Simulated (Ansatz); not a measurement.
The guess for CdAuC4N4 was made by a generator: two interpenetrating cyanide-bridged diamond nets (P-43m, No. 215). Lengths were set from tabulated atomic sizes, so they are only a guess.

```
CELL_PARAMETERS angstrom
5.97962 0.00000 0.00000
0.00000 5.97962 0.00000
0.00000 0.00000 5.97962
ATOMIC_POSITIONS crystal
Cd 0.00000 0.00000 0.00000
C 0.19320 0.19320 0.19320
C 0.19320 0.80680 0.80680
C 0.80680 0.19320 0.80680
C 0.80680 0.80680 0.19320
Au 0.50000 0.50000 0.50000
N 0.30617 0.30617 0.30617
N 0.30617 0.69383 0.69383
N 0.69383 0.30617 0.69383
N 0.69383 0.69383 0.30617
```

Level of theory: DFT PBE, scalar-relativistic, plane waves, PAW (Ansatz 0.2.0). Cutoff 420 eV, Gaussian smearing, Γ-centred meshes. Cell and atoms relax first on a coarse mesh and then on a finer one. In between, the cell is made exact in the group found at 0.06 Å. In metals the finer mesh still leaves noise of several meV/atom or more. The steps can't lower the symmetry of their start. Collinear spin is switched on along the way, since trial moments persisted in a coarse test.

A guess keeps its type if space group and coordination stay and the shape of the cell changes little (axis ratios within about 15 %, angles within 6°); the volume may change.

Question: Will the relaxed cell still be of the starting type?

Answer: It keeps its type. The symmetry stays P-43m (No. 215). The volume per atom grows by 21.7 %, from 21.4 to 26.0 Å³. The shortest distance stays 1.17 Å (C–N). Counting neighbours within 15 % of an atom's shortest distance, the start has Au 4, C 1, Cd 4, N 1 and the end Au 4, C 1, Cd 4, N 1.

The zero of energy is the elements' standard structures at the same level (N₂ as a molecule); no fitted shifts are applied.

Question: At what energy does it end?

Answer: +0.77 eV/atom. A positive value: parting into the elements would lower its energy.

The last run used collinear spin, a 6×6×6 mesh for its 10-atom cell and Gaussian smearing of 0.10 eV. These runs have no spin–orbit coupling, which can matter for Au. The reference form of C is held partly by dispersion forces, which this level lacks. The magnetic state reached may not be the lowest. A structure relaxed within its symmetry needn't be a true minimum.
